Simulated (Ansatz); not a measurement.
## Pressure against volume: Tc

```cif
data_structure
_symmetry_space_group_name_H-M 'P6_3/mmc'
_symmetry_Int_Tables_number 194
_cell_length_a 2.7366
_cell_length_b 2.7366
_cell_length_c 4.3949
_cell_angle_alpha 90.000
_cell_angle_beta 90.000
_cell_angle_gamma 120.000
_cell_volume 28.50
loop_
_atom_site_label
_atom_site_type_symbol
_atom_site_symmetry_multiplicity
_atom_site_Wyckoff_symbol
_atom_site_fract_x
_atom_site_fract_y
_atom_site_fract_z
_atom_site_occupancy
Tc1 Tc 2 c 0.33333 0.66667 0.25000 1
```

The runs use the primitive cell with vectors (2.737, 0.000, 0.000), (-1.368, 2.370, 0.000), (0.000, 0.000, 4.395) Å, to which the k mesh refers.

The cell is the one relaxed in the Materials Project (mp-113), not relaxed further here; entries there can be hypothetical.

All numbers below come from DFT, PBE, all-electron LAPW, scalar-relativistic (Ansatz 0.2.0).

For LAPW: a Γ-centred 14×14×8 k mesh, Fermi–Dirac smearing of 0.08 eV, basis error target 1 meV/atom, no spin polarisation.

The cell above is scaled evenly, with fractional coordinates and shape held.

| V/V(cell) | V (Å³/atom) | P, LAPW (GPa) |
| --- | --- | --- |
| 0.9600 | 13.682 | ? |
| 0.9800 | 13.967 | 10.75 |
| 1.0000 | 14.252 | 4.06 |
| 1.0200 | 14.537 | ? |
| 1.0400 | 14.822 | -7.33 |

Task: What belongs in the row "0.9600", column "P, LAPW (GPa)"?

Result: 18.21.

Task: Give the missing entry: row "1.0200", column "P, LAPW (GPa)".

Result: -1.94.

Task: What do Birch–Murnaghan fits to the pressures give?

Result: LAPW: V0 = 14.44 Å³/atom, B0 = 299 GPa, B0′ = 4.5.
